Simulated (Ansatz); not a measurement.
Wurtzite alloy of GaN and ZnO (30 of 48 Ga sites, 30 of 48 N sites exchanged), 96 atoms

Ansatz, PAW, plane waves. PBEsol relaxation of cell lengths and atoms (angles held) at the single k point (½, ½, ½); single points on the relaxed atoms at the Γ point alone, onto which points of the small cell's zone fold. Arrangement: quasirandom. No spin–orbit coupling unless named.

Relaxed structure:

```xyz
96
Lattice="9.6464 0.0000 0.0000 0.0000 11.2104 0.0000 0.0000 0.0000 10.4763" Properties=species:S:1:pos:R:3 pbc="T T T"
Ga    1.5843    0.9130    2.6150
Ga    9.6393    3.7477    7.8610
Ga    4.8918    0.9546    7.8211
Ga    3.1268    3.7897    2.6321
Ga    7.9522    0.8416    2.6421
Ga    6.4433    3.6660    2.6416
Ga    3.3042    9.3159    2.5608
Ga    8.0004    6.5744    7.8661
Ga    9.5603    1.8362    5.2261
Ga    1.6167    4.7397    0.0658
Ga    9.6346    7.4296    5.1762
Ga    6.4454    1.9057    5.2503
Ga    6.4550    1.9388    0.0305
Ga    4.8531    4.7006    0.0011
Ga    1.5483   10.1645    5.2097
Ga    1.6160   10.1598   10.4286
Ga    7.9334    4.7708   10.4608
Ga    8.0000   10.2130    5.1778
Zn    1.6248    0.8635    7.9199
Zn    0.0170    3.8490    2.6644
Zn    4.9615    0.8635    2.6238
Zn    3.2547    3.7526    7.8689
Zn    1.6131    6.5759    2.7213
Zn    1.6407    6.5926    7.8165
Zn    9.4767    9.2708    2.6527
Zn    9.6363    9.3368    7.8963
Zn    7.9112    0.9027    7.8328
Zn    6.3740    3.7117    7.8805
Zn    4.8441    6.8672    2.6215
Zn    4.8765    6.5980    7.8299
Zn    3.2486    9.3295    7.9231
Zn    7.9608    6.7258    2.7104
Zn    6.4373    9.3129    2.5987
Zn    6.4412    9.2666    7.7652
Zn    9.6078    1.7946    0.0692
Zn    3.2665    1.9101    5.2699
Zn    3.2578    1.8060    0.0562
Zn    1.5825    4.7700    5.2258
Zn    9.6002    7.5524   10.4677
Zn    4.9326    4.7307    5.2002
Zn    3.2190    7.4078    5.2041
Zn    3.2057    7.5741    0.0898
Zn    7.9459    4.7229    5.1390
Zn    6.5188    7.4989    5.2399
Zn    6.5383    7.5077   10.4407
Zn    4.9147   10.2492    5.1888
Zn    4.8372   10.1102    0.1041
Zn    8.0592   10.1808    0.0572
O     0.0269    1.8150    2.0756
O     0.0546    1.9541    7.1736
O     3.0900    1.9162    2.0773
O     3.2430    1.8296    7.2788
O     1.5554    4.5615    7.3024
O     0.0208    7.4651    1.9460
O     9.6071    7.4248    7.1832
O     4.7780    4.4234    1.9165
O     4.7731    4.6677    7.1910
O     3.2253    7.5069    7.2049
O     1.6692   10.3915    1.9688
O     1.6279   10.3398    7.0663
O     7.9883    4.5190    1.8727
O     8.1332    4.6384    7.2710
O     4.7891   10.4120    7.2225
O     8.1006   10.3296    7.1195
O     1.5439    0.9068    4.5749
O     1.6115    0.9261    9.9045
O     0.0610    3.5831    4.6577
O     0.0399    3.7386    9.7987
O     4.8481    1.0180    4.6457
O     4.8994    1.0880    9.7449
O     3.1745    3.7070    4.5131
O     3.2045    3.7650    9.9165
O     1.6385    6.4046    9.7800
O     7.9802    1.0807    9.7985
O     4.8305    6.5432    4.5920
O     4.7119    6.4064    9.8406
O     3.1503    9.4928    4.5567
O     6.4399    9.4168    9.7183
N     1.6182    4.6369    1.9301
N     6.4970    1.9035    1.9348
N     6.3787    1.8911    7.1569
N     3.1296    7.5434    2.0311
N     6.4517    7.4541    1.8584
N     6.4866    7.4164    7.2226
N     4.7592   10.3202    2.0180
N     8.0575   10.3596    1.9659
N     1.5798    6.5710    4.7000
N     9.6387    9.3285    4.6641
N     0.0411    9.4114    9.8062
N     8.0347    0.9269    4.6151
N     6.4262    3.6595    4.5231
N     6.4032    3.7581    9.8847
N     3.1980    9.4083    9.8240
N     8.1156    6.5139    4.6174
N     8.1340    6.4562    9.7470
N     6.4622    9.3572    4.6163
```

Problem. What are the mean bond lengths by pair (pairs within 1.2 times the sum of covalent radii, less contacts 15 % beyond the pair's median; cation–cation pairs of compounds aside; long ionic contacts are cut short by that bound)?

Solution. Ga–N 1.892 ± 0.045 Å (standard deviation, 30 bonds); Ga–O 1.941 ± 0.072 Å (standard deviation, 42 bonds); N–Zn 1.949 ± 0.052 Å (standard deviation, 42 bonds); O–Zn 2.028 ± 0.077 Å (standard deviation, 74 bonds).

Problem. What gap lies between the top filled and the lowest empty level in the single points?

Solution. HSE06 0.59 eV (57 s on NVIDIA GB300).
